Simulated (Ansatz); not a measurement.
A geometry of TiSi₂ away from equilibrium: step 6 of the relaxation of a relaxed TiSi2 cell displaced along its unstable phonon at q = (½, ½, 0) of its primitive reciprocal cell (59i cm⁻¹), largest move 0.15 Å. Method: PBEsol (plane waves to 420 eV, PAW, scalar-relativistic; Ansatz, a program for electronic structure). Γ-centred k-mesh 7×7×7 on the run's cell (coarser than for final values), Fermi–Dirac smearing 0.05 eV. The plane waves were selected for a different cell earlier on the path.

```xyz
12
Lattice="5.7107 -6.5430 0.0000 5.7107 0.0000 0.0000 0.0000 0.0000 4.5812" Properties=species:S:1:pos:R:3 pbc="T T T"
Ti     2.8553    -1.3794     2.6422
Ti     5.7107    -4.6509     4.2296
Ti     8.5660    -5.1636     0.3516
Ti     5.7107    -1.8921     1.9390
Si     6.8815    -7.0490    -0.1204
Si     4.0261    -2.7655     0.1204
Si    10.2506    -6.0370     2.1702
Si     7.3953    -3.7775     2.4110
Si     6.8815    -6.0370     2.1702
Si     4.0261    -3.7775     2.4110
Si    10.2506    -7.0490    -0.1204
Si     7.3953    -2.7655     0.1204
```

### Question
What forces act on the atoms (eV/Å)?

### Answer
| atom | Fx | Fy | Fz |
|---|---|---|---|
| Ti1 | 0.00 | 0.57 | -0.33 |
| Ti2 | 0.00 | 0.57 | 0.33 |
| Ti3 | 0.00 | -0.57 | -0.33 |
| Ti4 | 0.00 | -0.57 | 0.33 |
| Si5 | 0.35 | 0.17 | -0.06 |
| Si6 | 0.35 | -0.17 | 0.06 |
| Si7 | -0.35 | -0.17 | -0.06 |
| Si8 | -0.35 | 0.17 | 0.06 |
| Si9 | 0.35 | -0.17 | -0.06 |
| Si10 | 0.35 | 0.17 | 0.06 |
| Si11 | -0.35 | 0.17 | -0.06 |
| Si12 | -0.35 | -0.17 | 0.06 |

The path ends in Imma (No. 74). No spin polarisation in the result.

The run could not lose the symmetry of its start, so the end can be a saddle point.

Of the parent cell (Cmcm (No. 63)): The first start was generated by placing the elements on the sites of a structure type. Materials Project lists a structure of TiSi2 in the same space group, Cmcm (No. 63); the sites were not compared with it, nor with measured phases.

The end of the path is a generated cell of TiSi2: the first start was made by placing the elements on the sites of a structure type, and the end was not matched to a known phase here, so it may be hypothetical. Known forms of TiSi2 include space group No. 63, 70.
